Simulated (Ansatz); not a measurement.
Ta:
```xyz
2
Lattice="0.0000 3.0514 3.0514 3.0514 0.0000 3.0514 3.0514 3.0514 0.0000" Properties=species:S:1:pos:R:3 pbc="T T T"
Ta     0.0000     0.0000     0.0000
Ta     1.5257     1.5257     1.5257
```

Relaxed with PBE. Special points in fractions of this cell's reciprocal vectors: Γ (0.000, 0.000, 0.000); X (0.500, 0.000, 0.500); U (0.625, 0.250, 0.625); K (0.375, 0.375, 0.750); L (0.500, 0.500, 0.500); W (0.500, 0.250, 0.750).

Q: List the band energies nearest the Fermi level at these points for PBE (plane waves, PAW; program Ansatz).

A: In eV from the Fermi level; about four levels below and three above (degenerate sets whole), none deeper than 8.9 eV; points with the same levels are listed once.

| k | below | above |
|---|---|---|
| Γ | -0.94 -0.94 -0.27 -0.27 -0.27 | 2.03 2.03 2.03 |
| X | -1.04 -1.04 -0.22 -0.22 | 1.83 1.83 4.27 4.27 |
| U | -1.58 -1.53 -0.79 -0.63 | 0.98 1.30 1.69 |
| L | -0.81 -0.81 -0.33 -0.33 -0.13 | 3.17 3.17 4.77 4.77 |
| W | -1.91 -1.91 -1.20 -1.20 | 0.69 0.69 0.88 0.88 |

Space group Fd-3m (diamond). The start of the workflow was typed in or built on a structure type; neither database checked (COD, Materials Project) lists it. It is not the phase usual at ambient conditions (space group No. 229). The PBE relaxation kept the symmetry of its start; whether a distortion lowers the energy is not shown. The run is not spin-polarised. Spin–orbit coupling is left out wherever it is not named.

Potentials: the later of the program's two PAW sets.
